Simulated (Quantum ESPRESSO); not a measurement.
## KI (changed cell): field gradients at the nuclei

```xyz
2
Lattice="0.0000 3.5247 3.5779 3.5247 0.0000 3.5779 3.5247 3.5247 0.0000" Properties=species:S:1:pos:R:3 pbc="T T T"
K      0.0000     0.0000     0.0000
I      3.5247     3.5247     3.5779
```
The cell was made here from a computed Materials Project entry: strained by +1 % along the cube axis and by -0.5 % across it, atoms relaxed (PBE without dispersion, pw.x of a modified build of Quantum ESPRESSO, symmetry kept). The parent is KI in Fm-3m. Stability against distortions was not tested.

Computed: field gradients by the PAW reconstruction of the field gradient on a scalar-relativistic PBE ground state (Quantum ESPRESSO, JTH datasets), 20 Ha, k-mesh 6×6×6 through Γ.

```
site        site symmetry  Vzz (10²¹ V/m²)   η_Q  ∣C_Q∣ (MHz)
----------  -------------  ---------------  ----  -----------
K (atom 1)          4/mmm             0.21  0.00   0.30 (³⁹K)
I (atom 2)          4/mmm             0.30  0.00  5.07 (¹²⁷I)
```

Quadrupole moments taken as inputs (sizes, barn, from the tables of PySCF and pymatgen): ³⁹K 0.0585, ¹²⁷I 0.696.

Principal values are ordered |Vxx| ≤ |Vyy| ≤ |Vzz|, η = (Vxx − Vyy)/Vzz, and C_Q = eQVzz/h is given by its size. Cores are frozen. Against all-electron runs on small test molecules, this scheme's |Vzz| missed by +10 % on K. I had no test against all-electron runs. Spin–orbit coupling is left out, a limit on I.
